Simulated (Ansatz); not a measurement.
An Ansatz input:

```yaml
crystal:
  lattice:
    - [0.0, 4.2465152708, 4.2465152708]
    - [4.2465152708, 0.0, 4.2465152708]
    - [4.2465152708, 4.2465152708, 0.0]
  atoms:
    - { symbol: Yb, position: [0.125, 0.125, 0.125] }
    - { symbol: Yb, position: [0.875, 0.875, 0.875] }
hamiltonian:
  xc: r2scan
  pseudopotentials:
    kind: paw
    azcp:
      Yb: "pseudopotentials/Yb.paw.azcp"
basis:
  ecutwfc: 500
  fft_grid_basis: typed
kpoints:
  mp_grid: { grid: [7, 7, 7], shift: [0, 0, 0] }
magnetization:
  spin_polarized: false
scf:
  occupations: { method: fermi_dirac, width: 0.1 }
  lower_state_search: "off"
output:
  stress: true
  write_density: true
  write_potential: true
  elf: true
  volumetric_format: npy
```

Terminal output

```
band count auto-derived: 30, from the close of a first SCF at 29 (N_el = 48.0; filled up to band 24; 29 by the electrons, moments and atoms)
Engine: ansatz 0.2.0, x86_64-unknown-linux-gnu
Pseudopotentials: kind: paw
Pseudopotential: Yb, paw, valence charge 24, recommended cutoff 500 eV (meta_gga) 
Functional definition: r2SCAN
  parameter k0 = 0.174
  parameter k1 = 0.065
  parameter a1 = 4.9479
  exchange = r2scan_x(k0 = k0, k1 = k1, a1 = a1)
  correlation = r2scan_c
Crystal: 2 atoms, lattice volume = 153.154 Å³
Basis set: ecut = 500 eV, 3839 PW (Γ), exchange–correlation on 180×180×180 points (64 copies of the dense FFT grid, shifted against one another)
Bands: 29, of which v1, the nominal top of the filled ones, is band 24 counted from 1 (23 counted from 0)
Symmetry: 48 space group operations
Space group: Fd-3m (ITA 227), of the structure as read, at distance tolerance 5.4e-5 Å
k-points: 20 of 343
Non-local potential: Yb, projectors of the file, l = 0: 3, l = 1: 2, l = 2: 2, l = 3: 3
PAW form: soft (Blöchl's): semilocal exchange-correlation on the pseudo side does not see the compensation charge
PAW frozen core: Yb, regenerated for the run's functional (the file was generated under x = pbe(κ = 0.804, μ = 0.2195149727645171), c = pbe(β = 0.06672455060314922))
PAW one-centre angular grid: Yb, 2702 points (default); XC on 160 Gauss nodes
Initial density: superposition of atomic densities (neutral atoms: chi_scale 0, normalization atom), corrected by the library's trained network
Initial wavefunctions: pseudopotential atomic-orbital guess
Functional: x = r2scan, c = r2scan; τ floored in thin density (d = 2e-4 eV/Å³)
SCF iter   1: F=-27608.308923 eV  HF=-27609.236242 eV  |F-HF|=9.27e-1  |Δ(HF+E_count)|=         —  Δρ=1.82e-2  dr2=4.40e-1  dr2_τ=1.36e-2  ethr=1.77e-3  ⟨swp⟩=5.7  Hψ=2186  notcnv=0
SCF iter   2: F=-26660.986941 eV  HF=-27631.572035 eV  |F-HF|=9.71e2  |Δ(HF+E_count)|=    2.23e1  Δρ=7.43e-1  dr2=7.30e2  dr2_τ=2.49e-1  ethr=9.17e-4  ⟨swp⟩=6.1  Hψ=2127  notcnv=0  defer=2  recentre
SCF iter   3: F=-27608.474064 eV  HF=-27609.212261 eV  |F-HF|=7.38e-1  |Δ(HF+E_count)|=    2.24e1  Δρ=1.68e-2  dr2=3.72e-1  dr2_τ=1.25e-2  ethr=9.17e-4  ⟨swp⟩=4.0  Hψ=1937  notcnv=0
SCF iter   4: F=-27608.682195 eV  HF=-27609.148115 eV  |F-HF|=4.66e-1  |Δ(HF+E_count)|=   6.41e-2  Δρ=1.40e-2  dr2=2.64e-1  dr2_τ=6.32e-4  ethr=7.75e-4  ⟨swp⟩=1.9  Hψ=884  notcnv=0
SCF iter   5: F=-27609.035852 eV  HF=-27609.096033 eV  |F-HF|=6.02e-2  |Δ(HF+E_count)|=   5.21e-2  Δρ=5.40e-3  dr2=3.91e-2  dr2_τ=2.94e-4  ethr=5.50e-4  ⟨swp⟩=3.0  Hψ=1161  notcnv=0
SCF iter   6: F=-27609.091854 eV  HF=-27609.092898 eV  |F-HF|=1.04e-3  |Δ(HF+E_count)|=   3.14e-3  Δρ=8.18e-4  dr2=1.78e-3  dr2_τ=2.56e-5  ethr=8.14e-5  ⟨swp⟩=2.0  Hψ=944  notcnv=0
...
  k-point 2: bands = ["-49.9943", "-49.9842", "-21.8922", "-21.8922", "-21.8822", "-21.7837", "-21.7728", "-21.7728", "0.5781", "3.2056", "3.2176", "3.2176", "3.2215", "3.2241", "3.2382", "3.2382", "3.2549", "3.2549", "3.2600", "3.2763", "3.2763", "3.2804", "3.2823", "3.7341", "4.7839", "4.7839", "5.0194", "5.1535", "5.1535"]
  k-point 19: bands = ["-49.9902", "-49.9883", "-21.9070", "-21.9035", "-21.8439", "-21.8225", "-21.7616", "-21.7585", "2.0301", "2.5929", "3.2186", "3.2208", "3.2217", "3.2240", "3.2329", "3.2388", "3.2425", "3.2513", "3.2569", "3.2581", "3.2678", "3.2704", "3.2764", "3.2799", "3.6596", "4.0376", "5.1405", "5.1887", "5.3914"]
Bands: 30, of which v1, the nominal top of the filled ones, is band 24 counted from 1 (23 counted from 0)
Initial density: handed on by an earlier stage of this run
iter 1 solved again at ethr=1.03e-7 eV; its pass at ethr=3.10e-3 eV (dr2=4.95e-5 eV) is discarded
SCF iter   1: F=-27609.093430 eV  HF=-27609.093430 eV  |F-HF|=6.26e-9  |Δ(HF+E_count)|=         —  Δρ=2.42e-6  dr2=8.34e-9  dr2_τ=3.29e-10  ethr=1.03e-7  ⟨swp⟩=3.4  Hψ=3918  notcnv=0
eigensolver tolerance schedule: the retry pair's looser diagonalisation over-reported the residual by 5931.56 of it (diagonalisation noise at 0.25 of the residual, at the tolerance the schedule requests for it); recorded, not acted on — ethr = c·dr2/N_el stays at c = 1.0e-1
SCF iter   2: F=-27609.093430 eV  HF=-27609.093430 eV  |F-HF|=6.30e-8  |Δ(HF+E_count)|=   4.84e-8  Δρ=5.85e-6  dr2=4.29e-8  dr2_τ=4.28e-10  ethr=1.74e-11  ⟨swp⟩=9.8  Hψ=4171  notcnv=0
SCF 2 converged in 2 iterations: F = -27609.093430 eV  dr2 = 4.29e-8
SCF converged after 16 iterations (14 of them on 29 bands)
Free energy (F): -27609.093430 eV
Harris-Foulkes:  -27609.093430 eV  (|F-HF|=6.30e-8)
Internal energy: -27608.943817 eV  (E = F + TS)
E sigma→0 (E₀):  -27609.018623 eV
Entropy (-TS):   -0.149613 eV (-74.807 meV/atom)
Fermi energy:    3.819916 eV
--- Per-component energies (eV) ---
  E_band       = -362.177963
  E_kinetic    = 693.275417
  E_local      = -16244.367230  (includes V_loc(G=0)·N_el)
  E_nonlocal   = 1118.772949
  E_hartree    = 7135.853863
  E_xc         = -310.889786
  E_vxc        = -443.923598  (∫ρ·V_xc dr)
  E_paw        = -14742.602526  (= ΣΔE_a)
  E_vpaw       = 214.294184  (= ΣTr[D̂ρ^β])
  E_aug_tail   = 0.000003  (compensation charges beyond the density's cutoff)
  E_vtau       = 28.096396  (kinetic-family band-sum trace: ∫τ·v_τ [+ j·A + Jᵃ·Aᵃ] dr)
  E_ewald      = -5260.684919
  E_core_change = 1.698413  (= ΣΔE_core)
  E_smearing   = -0.149613  (= −TS)
  E_closure    = 0.000000  (closes the sum)
  Σ components = -27609.093430   (vs F -27609.093430, Δ=0.00e0)
--- Stress (GPa, compression-positive) ---
        0.172636      -0.000000       0.000000
       -0.000000       0.172636      -0.000000
        0.000000      -0.000000       0.172636
  P = ⅓ Tr σ = 0.1726 GPa (1.726 kbar)
--- Band table (eV; the first three rows and the last of 20) ---
  k-point 0: bands = ["-49.9962", "-49.9825", "-21.8860", "-21.8860", "-21.8860", "-21.7790", "-21.7790", "-21.7790", "0.0113", "3.2055", "3.2204", "3.2204", "3.2204", "3.2306", "3.2306", "3.2306", "3.2648", "3.2648", "3.2648", "3.2825", "3.2829", "3.2829", "3.2829", "4.7949", "4.7949", "4.7949", "5.0873", "5.0873", "5.7684", "5.7684"]
  k-point 1: bands = ["-49.9957", "-49.9830", "-21.8880", "-21.8880", "-21.8849", "-21.7804", "-21.7770", "-21.7770", "0.1595", "3.2057", "3.2182", "3.2182", "3.2207", "3.2290", "3.2349", "3.2349", "3.2609", "3.2609", "3.2638", "3.2808", "3.2808", "3.2818", "3.2826", "4.5182", "4.7811", "4.7811", "5.1328", "5.1328", "5.4360", "5.7997"]
  k-point 2: bands = ["-49.9943", "-49.9843", "-21.8922", "-21.8922", "-21.8823", "-21.7838", "-21.7728", "-21.7728", "0.5781", "3.2054", "3.2175", "3.2175", "3.2214", "3.2240", "3.2381", "3.2381", "3.2548", "3.2548", "3.2599", "3.2762", "3.2762", "3.2803", "3.2821", "3.7341", "4.7839", "4.7839", "5.0194", "5.1535", "5.1535", "5.9613"]
  k-point 19: bands = ["-49.9903", "-49.9884", "-21.9070", "-21.9036", "-21.8440", "-21.8226", "-21.7617", "-21.7585", "2.0302", "2.5929", "3.2185", "3.2207", "3.2216", "3.2239", "3.2328", "3.2387", "3.2424", "3.2512", "3.2567", "3.2580", "3.2676", "3.2703", "3.2763", "3.2798", "3.6596", "4.0376", "5.1405", "5.1887", "5.3914", "5.9830"]
```

Command:

```sh
ansatz run input.yaml --threads 1 --pin off --max-ram 3584MiB --backend cpu --events-out ev --progress --plain --runs-dir out
```

On 1 thread of Intel(R) Xeon(R) Platinum 8259CL CPU @ 2.50GHz (Skylake/Cascade Lake) (shared host) this took about 39 s of wall time and 38 s of CPU time.
